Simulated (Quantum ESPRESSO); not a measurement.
Ru3In4Ti, one composition in several site orders

A calculation, not a measurement. The program is pw.x of Quantum ESPRESSO 7.5 (plane-wave density functional theory). The cell is made up: eight metal atoms on a hexagonal close-packed lattice, with elements, volume, strain and displacements drawn at random and not relaxed, so it may be unstable or far from any real phase. PseudoDojo standard norm-conserving files set the functional (PBE unless stated); there is no spin polarisation or spin-orbit coupling, the Fermi-Dirac width of 0.25 eV means electrons at about 2900 K, and the masses in the input are unused placeholders. A spin test at this wide smearing found no moment, but such smearing suppresses magnetism that the real alloy may have.

The runs put one composition on the sites in different orders. Cell, positions, cutoff, mesh and smearing stay as in the input of run 1; sites are counted in its order. Stress in the tables is positive in tension.

Input of run 1:

```
&control calculation='scf', pseudo_dir='./dojo.nc.sr.pbe.v0_5.standard.upf', outdir='./o', disk_io='minimal', tprnfor=.true., tstress=.true. /
&system ibrav=0, nat=8, ntyp=3, nbnd=69, ecutwfc=84.00895049, nosym=.true., tot_charge=0,
 occupations='smearing', smearing='fd', degauss=0.0183746611
/
&electrons conv_thr=1.470e-08, electron_maxstep=70, mixing_beta=0.5 /
ATOMIC_SPECIES
In 1.0 In.upf
Ru 1.0 Ru.upf
Ti 1.0 Ti.upf
CELL_PARAMETERS angstrom
4.5289 -2.5801 0.0016
-3.0202 0.0015 -4.9324
2.9543 5.0478 0.038
ATOMIC_POSITIONS angstrom
Ru -0.0542 -0.0103 0.0644
In 1.4173 2.5397 0.0424
In -0.0088 1.6828 -2.4985
Ru 1.4063 4.1987 -2.406
In 2.9836 -0.0135 0.0999
Ti 4.4035 2.4561 -0.0115
Ru 1.5002 -0.8203 -2.4901
In 3.0332 1.6506 -2.5243
K_POINTS automatic
5 5 4 1 1 1
```

| run | elements on sites 1 to 8 | free energy less that of run 1 (eV) | -TS (eV) | pressure (GPa) | stress xx (GPa) | stress yy (GPa) | stress zz (GPa) | stress yz (GPa) | stress xz (GPa) | stress xy (GPa) | iterations |
| --- | --- | --- | --- | --- | --- | --- | --- | --- | --- | --- | --- |
| 1 | Ru In In Ru In Ti Ru In | 0.000 | -1.656 | -4.78 | 5.01 | 5.76 | 3.58 | -3.03 | 0.02 | -0.05 | 15 |
| 2 | In Ru In Ru Ru Ti In In | -0.328 | -1.623 | -5.30 | 4.94 | 5.01 | 5.96 | 2.36 | 1.97 | -0.03 | 14 |
| 3 | Ti Ru Ru In In In Ru In | -0.175 | -1.673 | -5.10 | 4.01 | 6.99 | 4.30 | 0.30 | -0.26 | -0.43 | 14 |
| 4 | Ru Ru Ru In In In In Ti | -0.143 | -1.705 | -4.98 | 6.57 | 3.22 | 5.15 | 1.64 | -1.59 | -3.76 | 14 |
| 5 | In In Ru In Ti In Ru Ru | 0.268 | -1.749 | -4.38 | 1.92 | 0.84 | 10.39 | 0.64 | 0.82 | -1.15 | 14 |
| 6 | In In Ru Ru In Ru In Ti | -0.010 | -1.664 | -4.77 | 7.21 | 1.87 | 5.24 | -1.17 | 2.50 | -3.37 | 15 |

Forces Fx Fy Fz (eV/Å):

| site | run 1 | run 2 | run 3 | run 4 | run 5 | run 6 |
| --- | --- | --- | --- | --- | --- | --- |
| 1 | 0.21 -0.28 -0.33 | 0.63 0.04 -0.91 | 0.61 0.64 -0.95 | -0.04 0.12 0.19 | 0.55 1.06 -0.51 | -0.26 -0.78 -1.13 |
| 2 | 0.14 0.13 -0.56 | 0.01 0.30 -0.35 | 0.22 -0.02 -0.21 | 0.28 -0.19 -0.06 | -0.04 -1.23 0.56 | 0.87 0.61 -1.40 |
| 3 | -0.30 -0.93 1.07 | -0.46 0.41 0.21 | -0.23 -0.14 0.55 | -0.01 0.45 0.30 | -0.40 -0.34 0.03 | 0.06 0.30 0.26 |
| 4 | -0.21 0.07 0.10 | 0.18 -0.15 0.01 | 0.73 0.32 0.73 | 0.00 -0.32 0.68 | 0.46 0.09 -0.49 | -0.17 -0.13 -0.30 |
| 5 | -1.21 -1.59 -0.22 | -0.05 0.06 -0.40 | 0.27 -0.17 -0.50 | 0.01 0.14 -1.03 | 0.24 0.04 -0.55 | -0.44 0.07 -0.29 |
| 6 | 1.12 1.99 -0.70 | 0.14 -0.43 0.07 | -0.39 0.51 0.22 | -0.24 0.08 0.77 | -0.30 0.38 0.00 | 0.24 0.05 0.25 |
| 7 | -0.07 -0.63 0.49 | 0.06 -0.48 0.13 | 0.12 -0.38 -0.05 | 0.52 0.47 -0.19 | 0.05 0.31 0.31 | 0.03 -0.56 1.56 |
| 8 | 0.31 1.24 0.14 | -0.52 0.25 1.24 | -1.33 -0.75 0.20 | -0.52 -0.75 -0.66 | -0.55 -0.32 0.65 | -0.34 0.44 1.05 |

The sites are displaced and not relaxed, so the energy differences mix bonding between neighbours with strain and are not ordering energies. A rerun of one cell of this series at a higher cutoff and on a denser mesh moved values by no more than 0.002 eV in energy, 0.03 GPa in stress and 0.005 eV/Å in force, and a second program with other atomic files agreed on that cell to 2 % rms in force and 0.5 GPa in pressure.